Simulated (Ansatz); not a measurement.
Cd(InTe2)2 (space group I-4)

```
CELL_PARAMETERS angstrom
     -3.07561     3.07561     6.14198
      3.07561    -3.07561     6.14198
      3.07561     3.07561    -6.14198
ATOMIC_POSITIONS crystal
  Cd 0.00000 0.00000 0.00000
  In 0.50000 0.50000 0.00000
  In 0.25000 0.75000 0.50000
  Te 0.42087 0.91952 0.06135
  Te 0.08048 0.14183 0.50136
  Te 0.85817 0.35953 0.93865
  Te 0.64047 0.57913 0.49864
```

The slice is a (001) plane (indices of the conventional cell) through the point (0.000, 0.000, 0.000) (fractional), spanned by u = [101] and v = [011] in vectors of this cell: u (6.15 Å) and v (6.15 Å, at 90° to u). It covers one period; positions are fractions (u, v).

The numbers are results of LDA (plane waves to 420 eV, PAW, scalar-relativistic; Ansatz, a program for electronic structure), not measurements. k mesh 8×8×8. Inside the PAW spheres the values are not all-electron values, and peaks at nuclei hang on which shells count as valence. Cd(InTe2)2 was relaxed with its symmetry unable to fall. Spin-orbit coupling is left out, though Te is heavy.

Three fields on this plane, each scaled to ten steps between its own extremes (0 low, 9 high; the total valence density on a logarithmic scale, the potential cut 8 eV below its top; x marks points blanked near nuclei; v = 0 in the bottom row):

Map A
```
|xxxxx4443210000000012344xxxx|
|xxxxx4444321000000123344xxxx|
|xxxx445665321000011244444xxx|
|xxx44567765321001124565544xx|
|4444568988653211234577765444|
|4444579999765333345789976544|
|3334679999876554567899997644|
|2234578999876555567899987643|
|1122457888765555557899986532|
|001124577755xxxxx55788765321|
|00011346655xxxxxxx5677653210|
|0000123555xxxxxxxxx566532100|
|0000013455xxxxxxxxx555321000|
|0000013555xxxxxxxxx555310000|
|0000123555xxxxxxxxx554310000|
|0001235665xxxxxxxxx555321000|
|00123567765xxxxxxx5566431100|
|012356788755xxxxx55777542110|
|1235689998755555567888754221|
|2346789998765555678999875432|
|3446799998765455678999976433|
|4445689987543333567999975444|
|4444567775432112356889865444|
|xxx44556542110012356776544xx|
|xxxx444442110000123566544xxx|
|xxxxx4433210000001234444xxxx|
|xxxxx4432100000000123444xxxx|
|xxxxx4432100000000012344xxxx|
```

Map B
```
|xxxxx0478999999999998750xxxx|
|xxxxx1578899999999998751xxxx|
|xxxx036788999999999998640xxx|
|xxx03577888899999999987530xx|
|0014577888888889999988775310|
|4556778887777888888888877654|
|7778888877776666777888887777|
|8889988877654333456777888888|
|9999998876420000024677788889|
|999999876410xxxxx01467788999|
|99999987520xxxxxxx0257788999|
|9999998740xxxxxxxxx046789999|
|9999998630xxxxxxxxx036889999|
|9999988630xxxxxxxxx036889999|
|9999988630xxxxxxxxx036899999|
|9999987640xxxxxxxxx047899999|
|99998877520xxxxxxx0257899999|
|999988776410xxxxx01467899999|
|9988887776420000024678899999|
|8888888777654333456778889988|
|7777788888777666677778888877|
|4456778888888888777788877655|
|0013577889999988888888775410|
|xxx03578999999999888877530xx|
|xxxx046899999999999887630xxx|
|xxxxx1578999999999988751xxxx|
|xxxxx0578999999999998740xxxx|
|xxxxx0478999999999998740xxxx|
```

Map C
```
|xxxxx9754321100001234579xxxx|
|xxxxx8754332110001234568xxxx|
|xxxx986554332111112345679xxx|
|xxx98765544332222233456789xx|
|9987766555444333333445667889|
|7766665555554444444555566677|
|5555555556666555555555555555|
|4444445566677777666665555544|
|3333345566788999887666554433|
|222233456789xxxxx98766544332|
|11112345689xxxxxxx9876543321|
|0001234568xxxxxxxxx876443211|
|0001234579xxxxxxxxx975432110|
|0001234579xxxxxxxxx975432100|
|0011234579xxxxxxxxx975432100|
|0112344678xxxxxxxxx865432100|
|11233456789xxxxxxx9865432111|
|223344566789xxxxx98765433222|
|3334455666788999887665543333|
|4445555566666777776665544444|
|5555555555555555666655555555|
|7776665555444444455555566667|
|9988766544333333444555667789|
|xxx98765433222223344556789xx|
|xxxx976543211111233455689xxx|
|xxxxx8654321000112334578xxxx|
|xxxxx9754321000011234579xxxx|
|xxxxx9754321000001234579xxxx|
```

Q: Assign the maps to these fields: electron localisation function (ELF); valence electron density; electrostatic potential energy of an electron, from the cell's mean.

A: A is the electron localisation function (ELF); B is the electrostatic potential energy of an electron, from the cell's mean; C is the valence electron density.
